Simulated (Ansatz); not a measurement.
Cu Kα1 powder pattern (kinematic, no thermal factors).
2θ (°) (relative intensity): 12.27 (100), 15.46 (2), 19.79 (2), 26.95 (8), 29.71 (85), 36.88 (70), 37.41 (1), 46.71 (34), 47.61 (30), 49.36 (19), 50.64 (6), 55.56 (1), 57.14 (13), 58.29 (6), 61.70 (16), 62.07 (2), 64.63 (3), 68.92 (11), 71.34 (3), 72.04 (13), 76.14 (1), 77.48 (11), 78.48 (3), 81.48 (14), 84.11 (10), 86.08 (6), 88.06 (11), 88.72 (5)

The pattern is computed from a structure relaxed with DFT PBE, scalar-relativistic, plane waves, PAW in Ansatz 0.2.0. No spin polarisation. Its elements are Hf, Se, Sn.

Question: Give the structure.

Answer: Hf2SnSe6.
Space group P-31m (No. 162). a = 6.611 Å, b = 6.611 Å, c = 7.205 Å, α = 90.00°, β = 90.00°, γ = 120.00°
| atom | site | symmetry | x | y | z |
| --- | --- | --- | --- | --- | --- |
| Hf | 2c | 3.2 | 0.6667 | 0.3333 | 0.0000 |
| Sn | 1a | -3.m | 0.0000 | 0.0000 | 0.0000 |
| Se | 6k | ..m | 0.6604 | 0.6604 | 0.2202 |

A pattern alone doesn't exclude other cells with like lines; this is the one computed.

It was reached by relaxing an invented guess, and it needn't be the stable form of this composition. No dispersion correction is applied, so the spacing between layers, chains or molecules is poorly fixed.
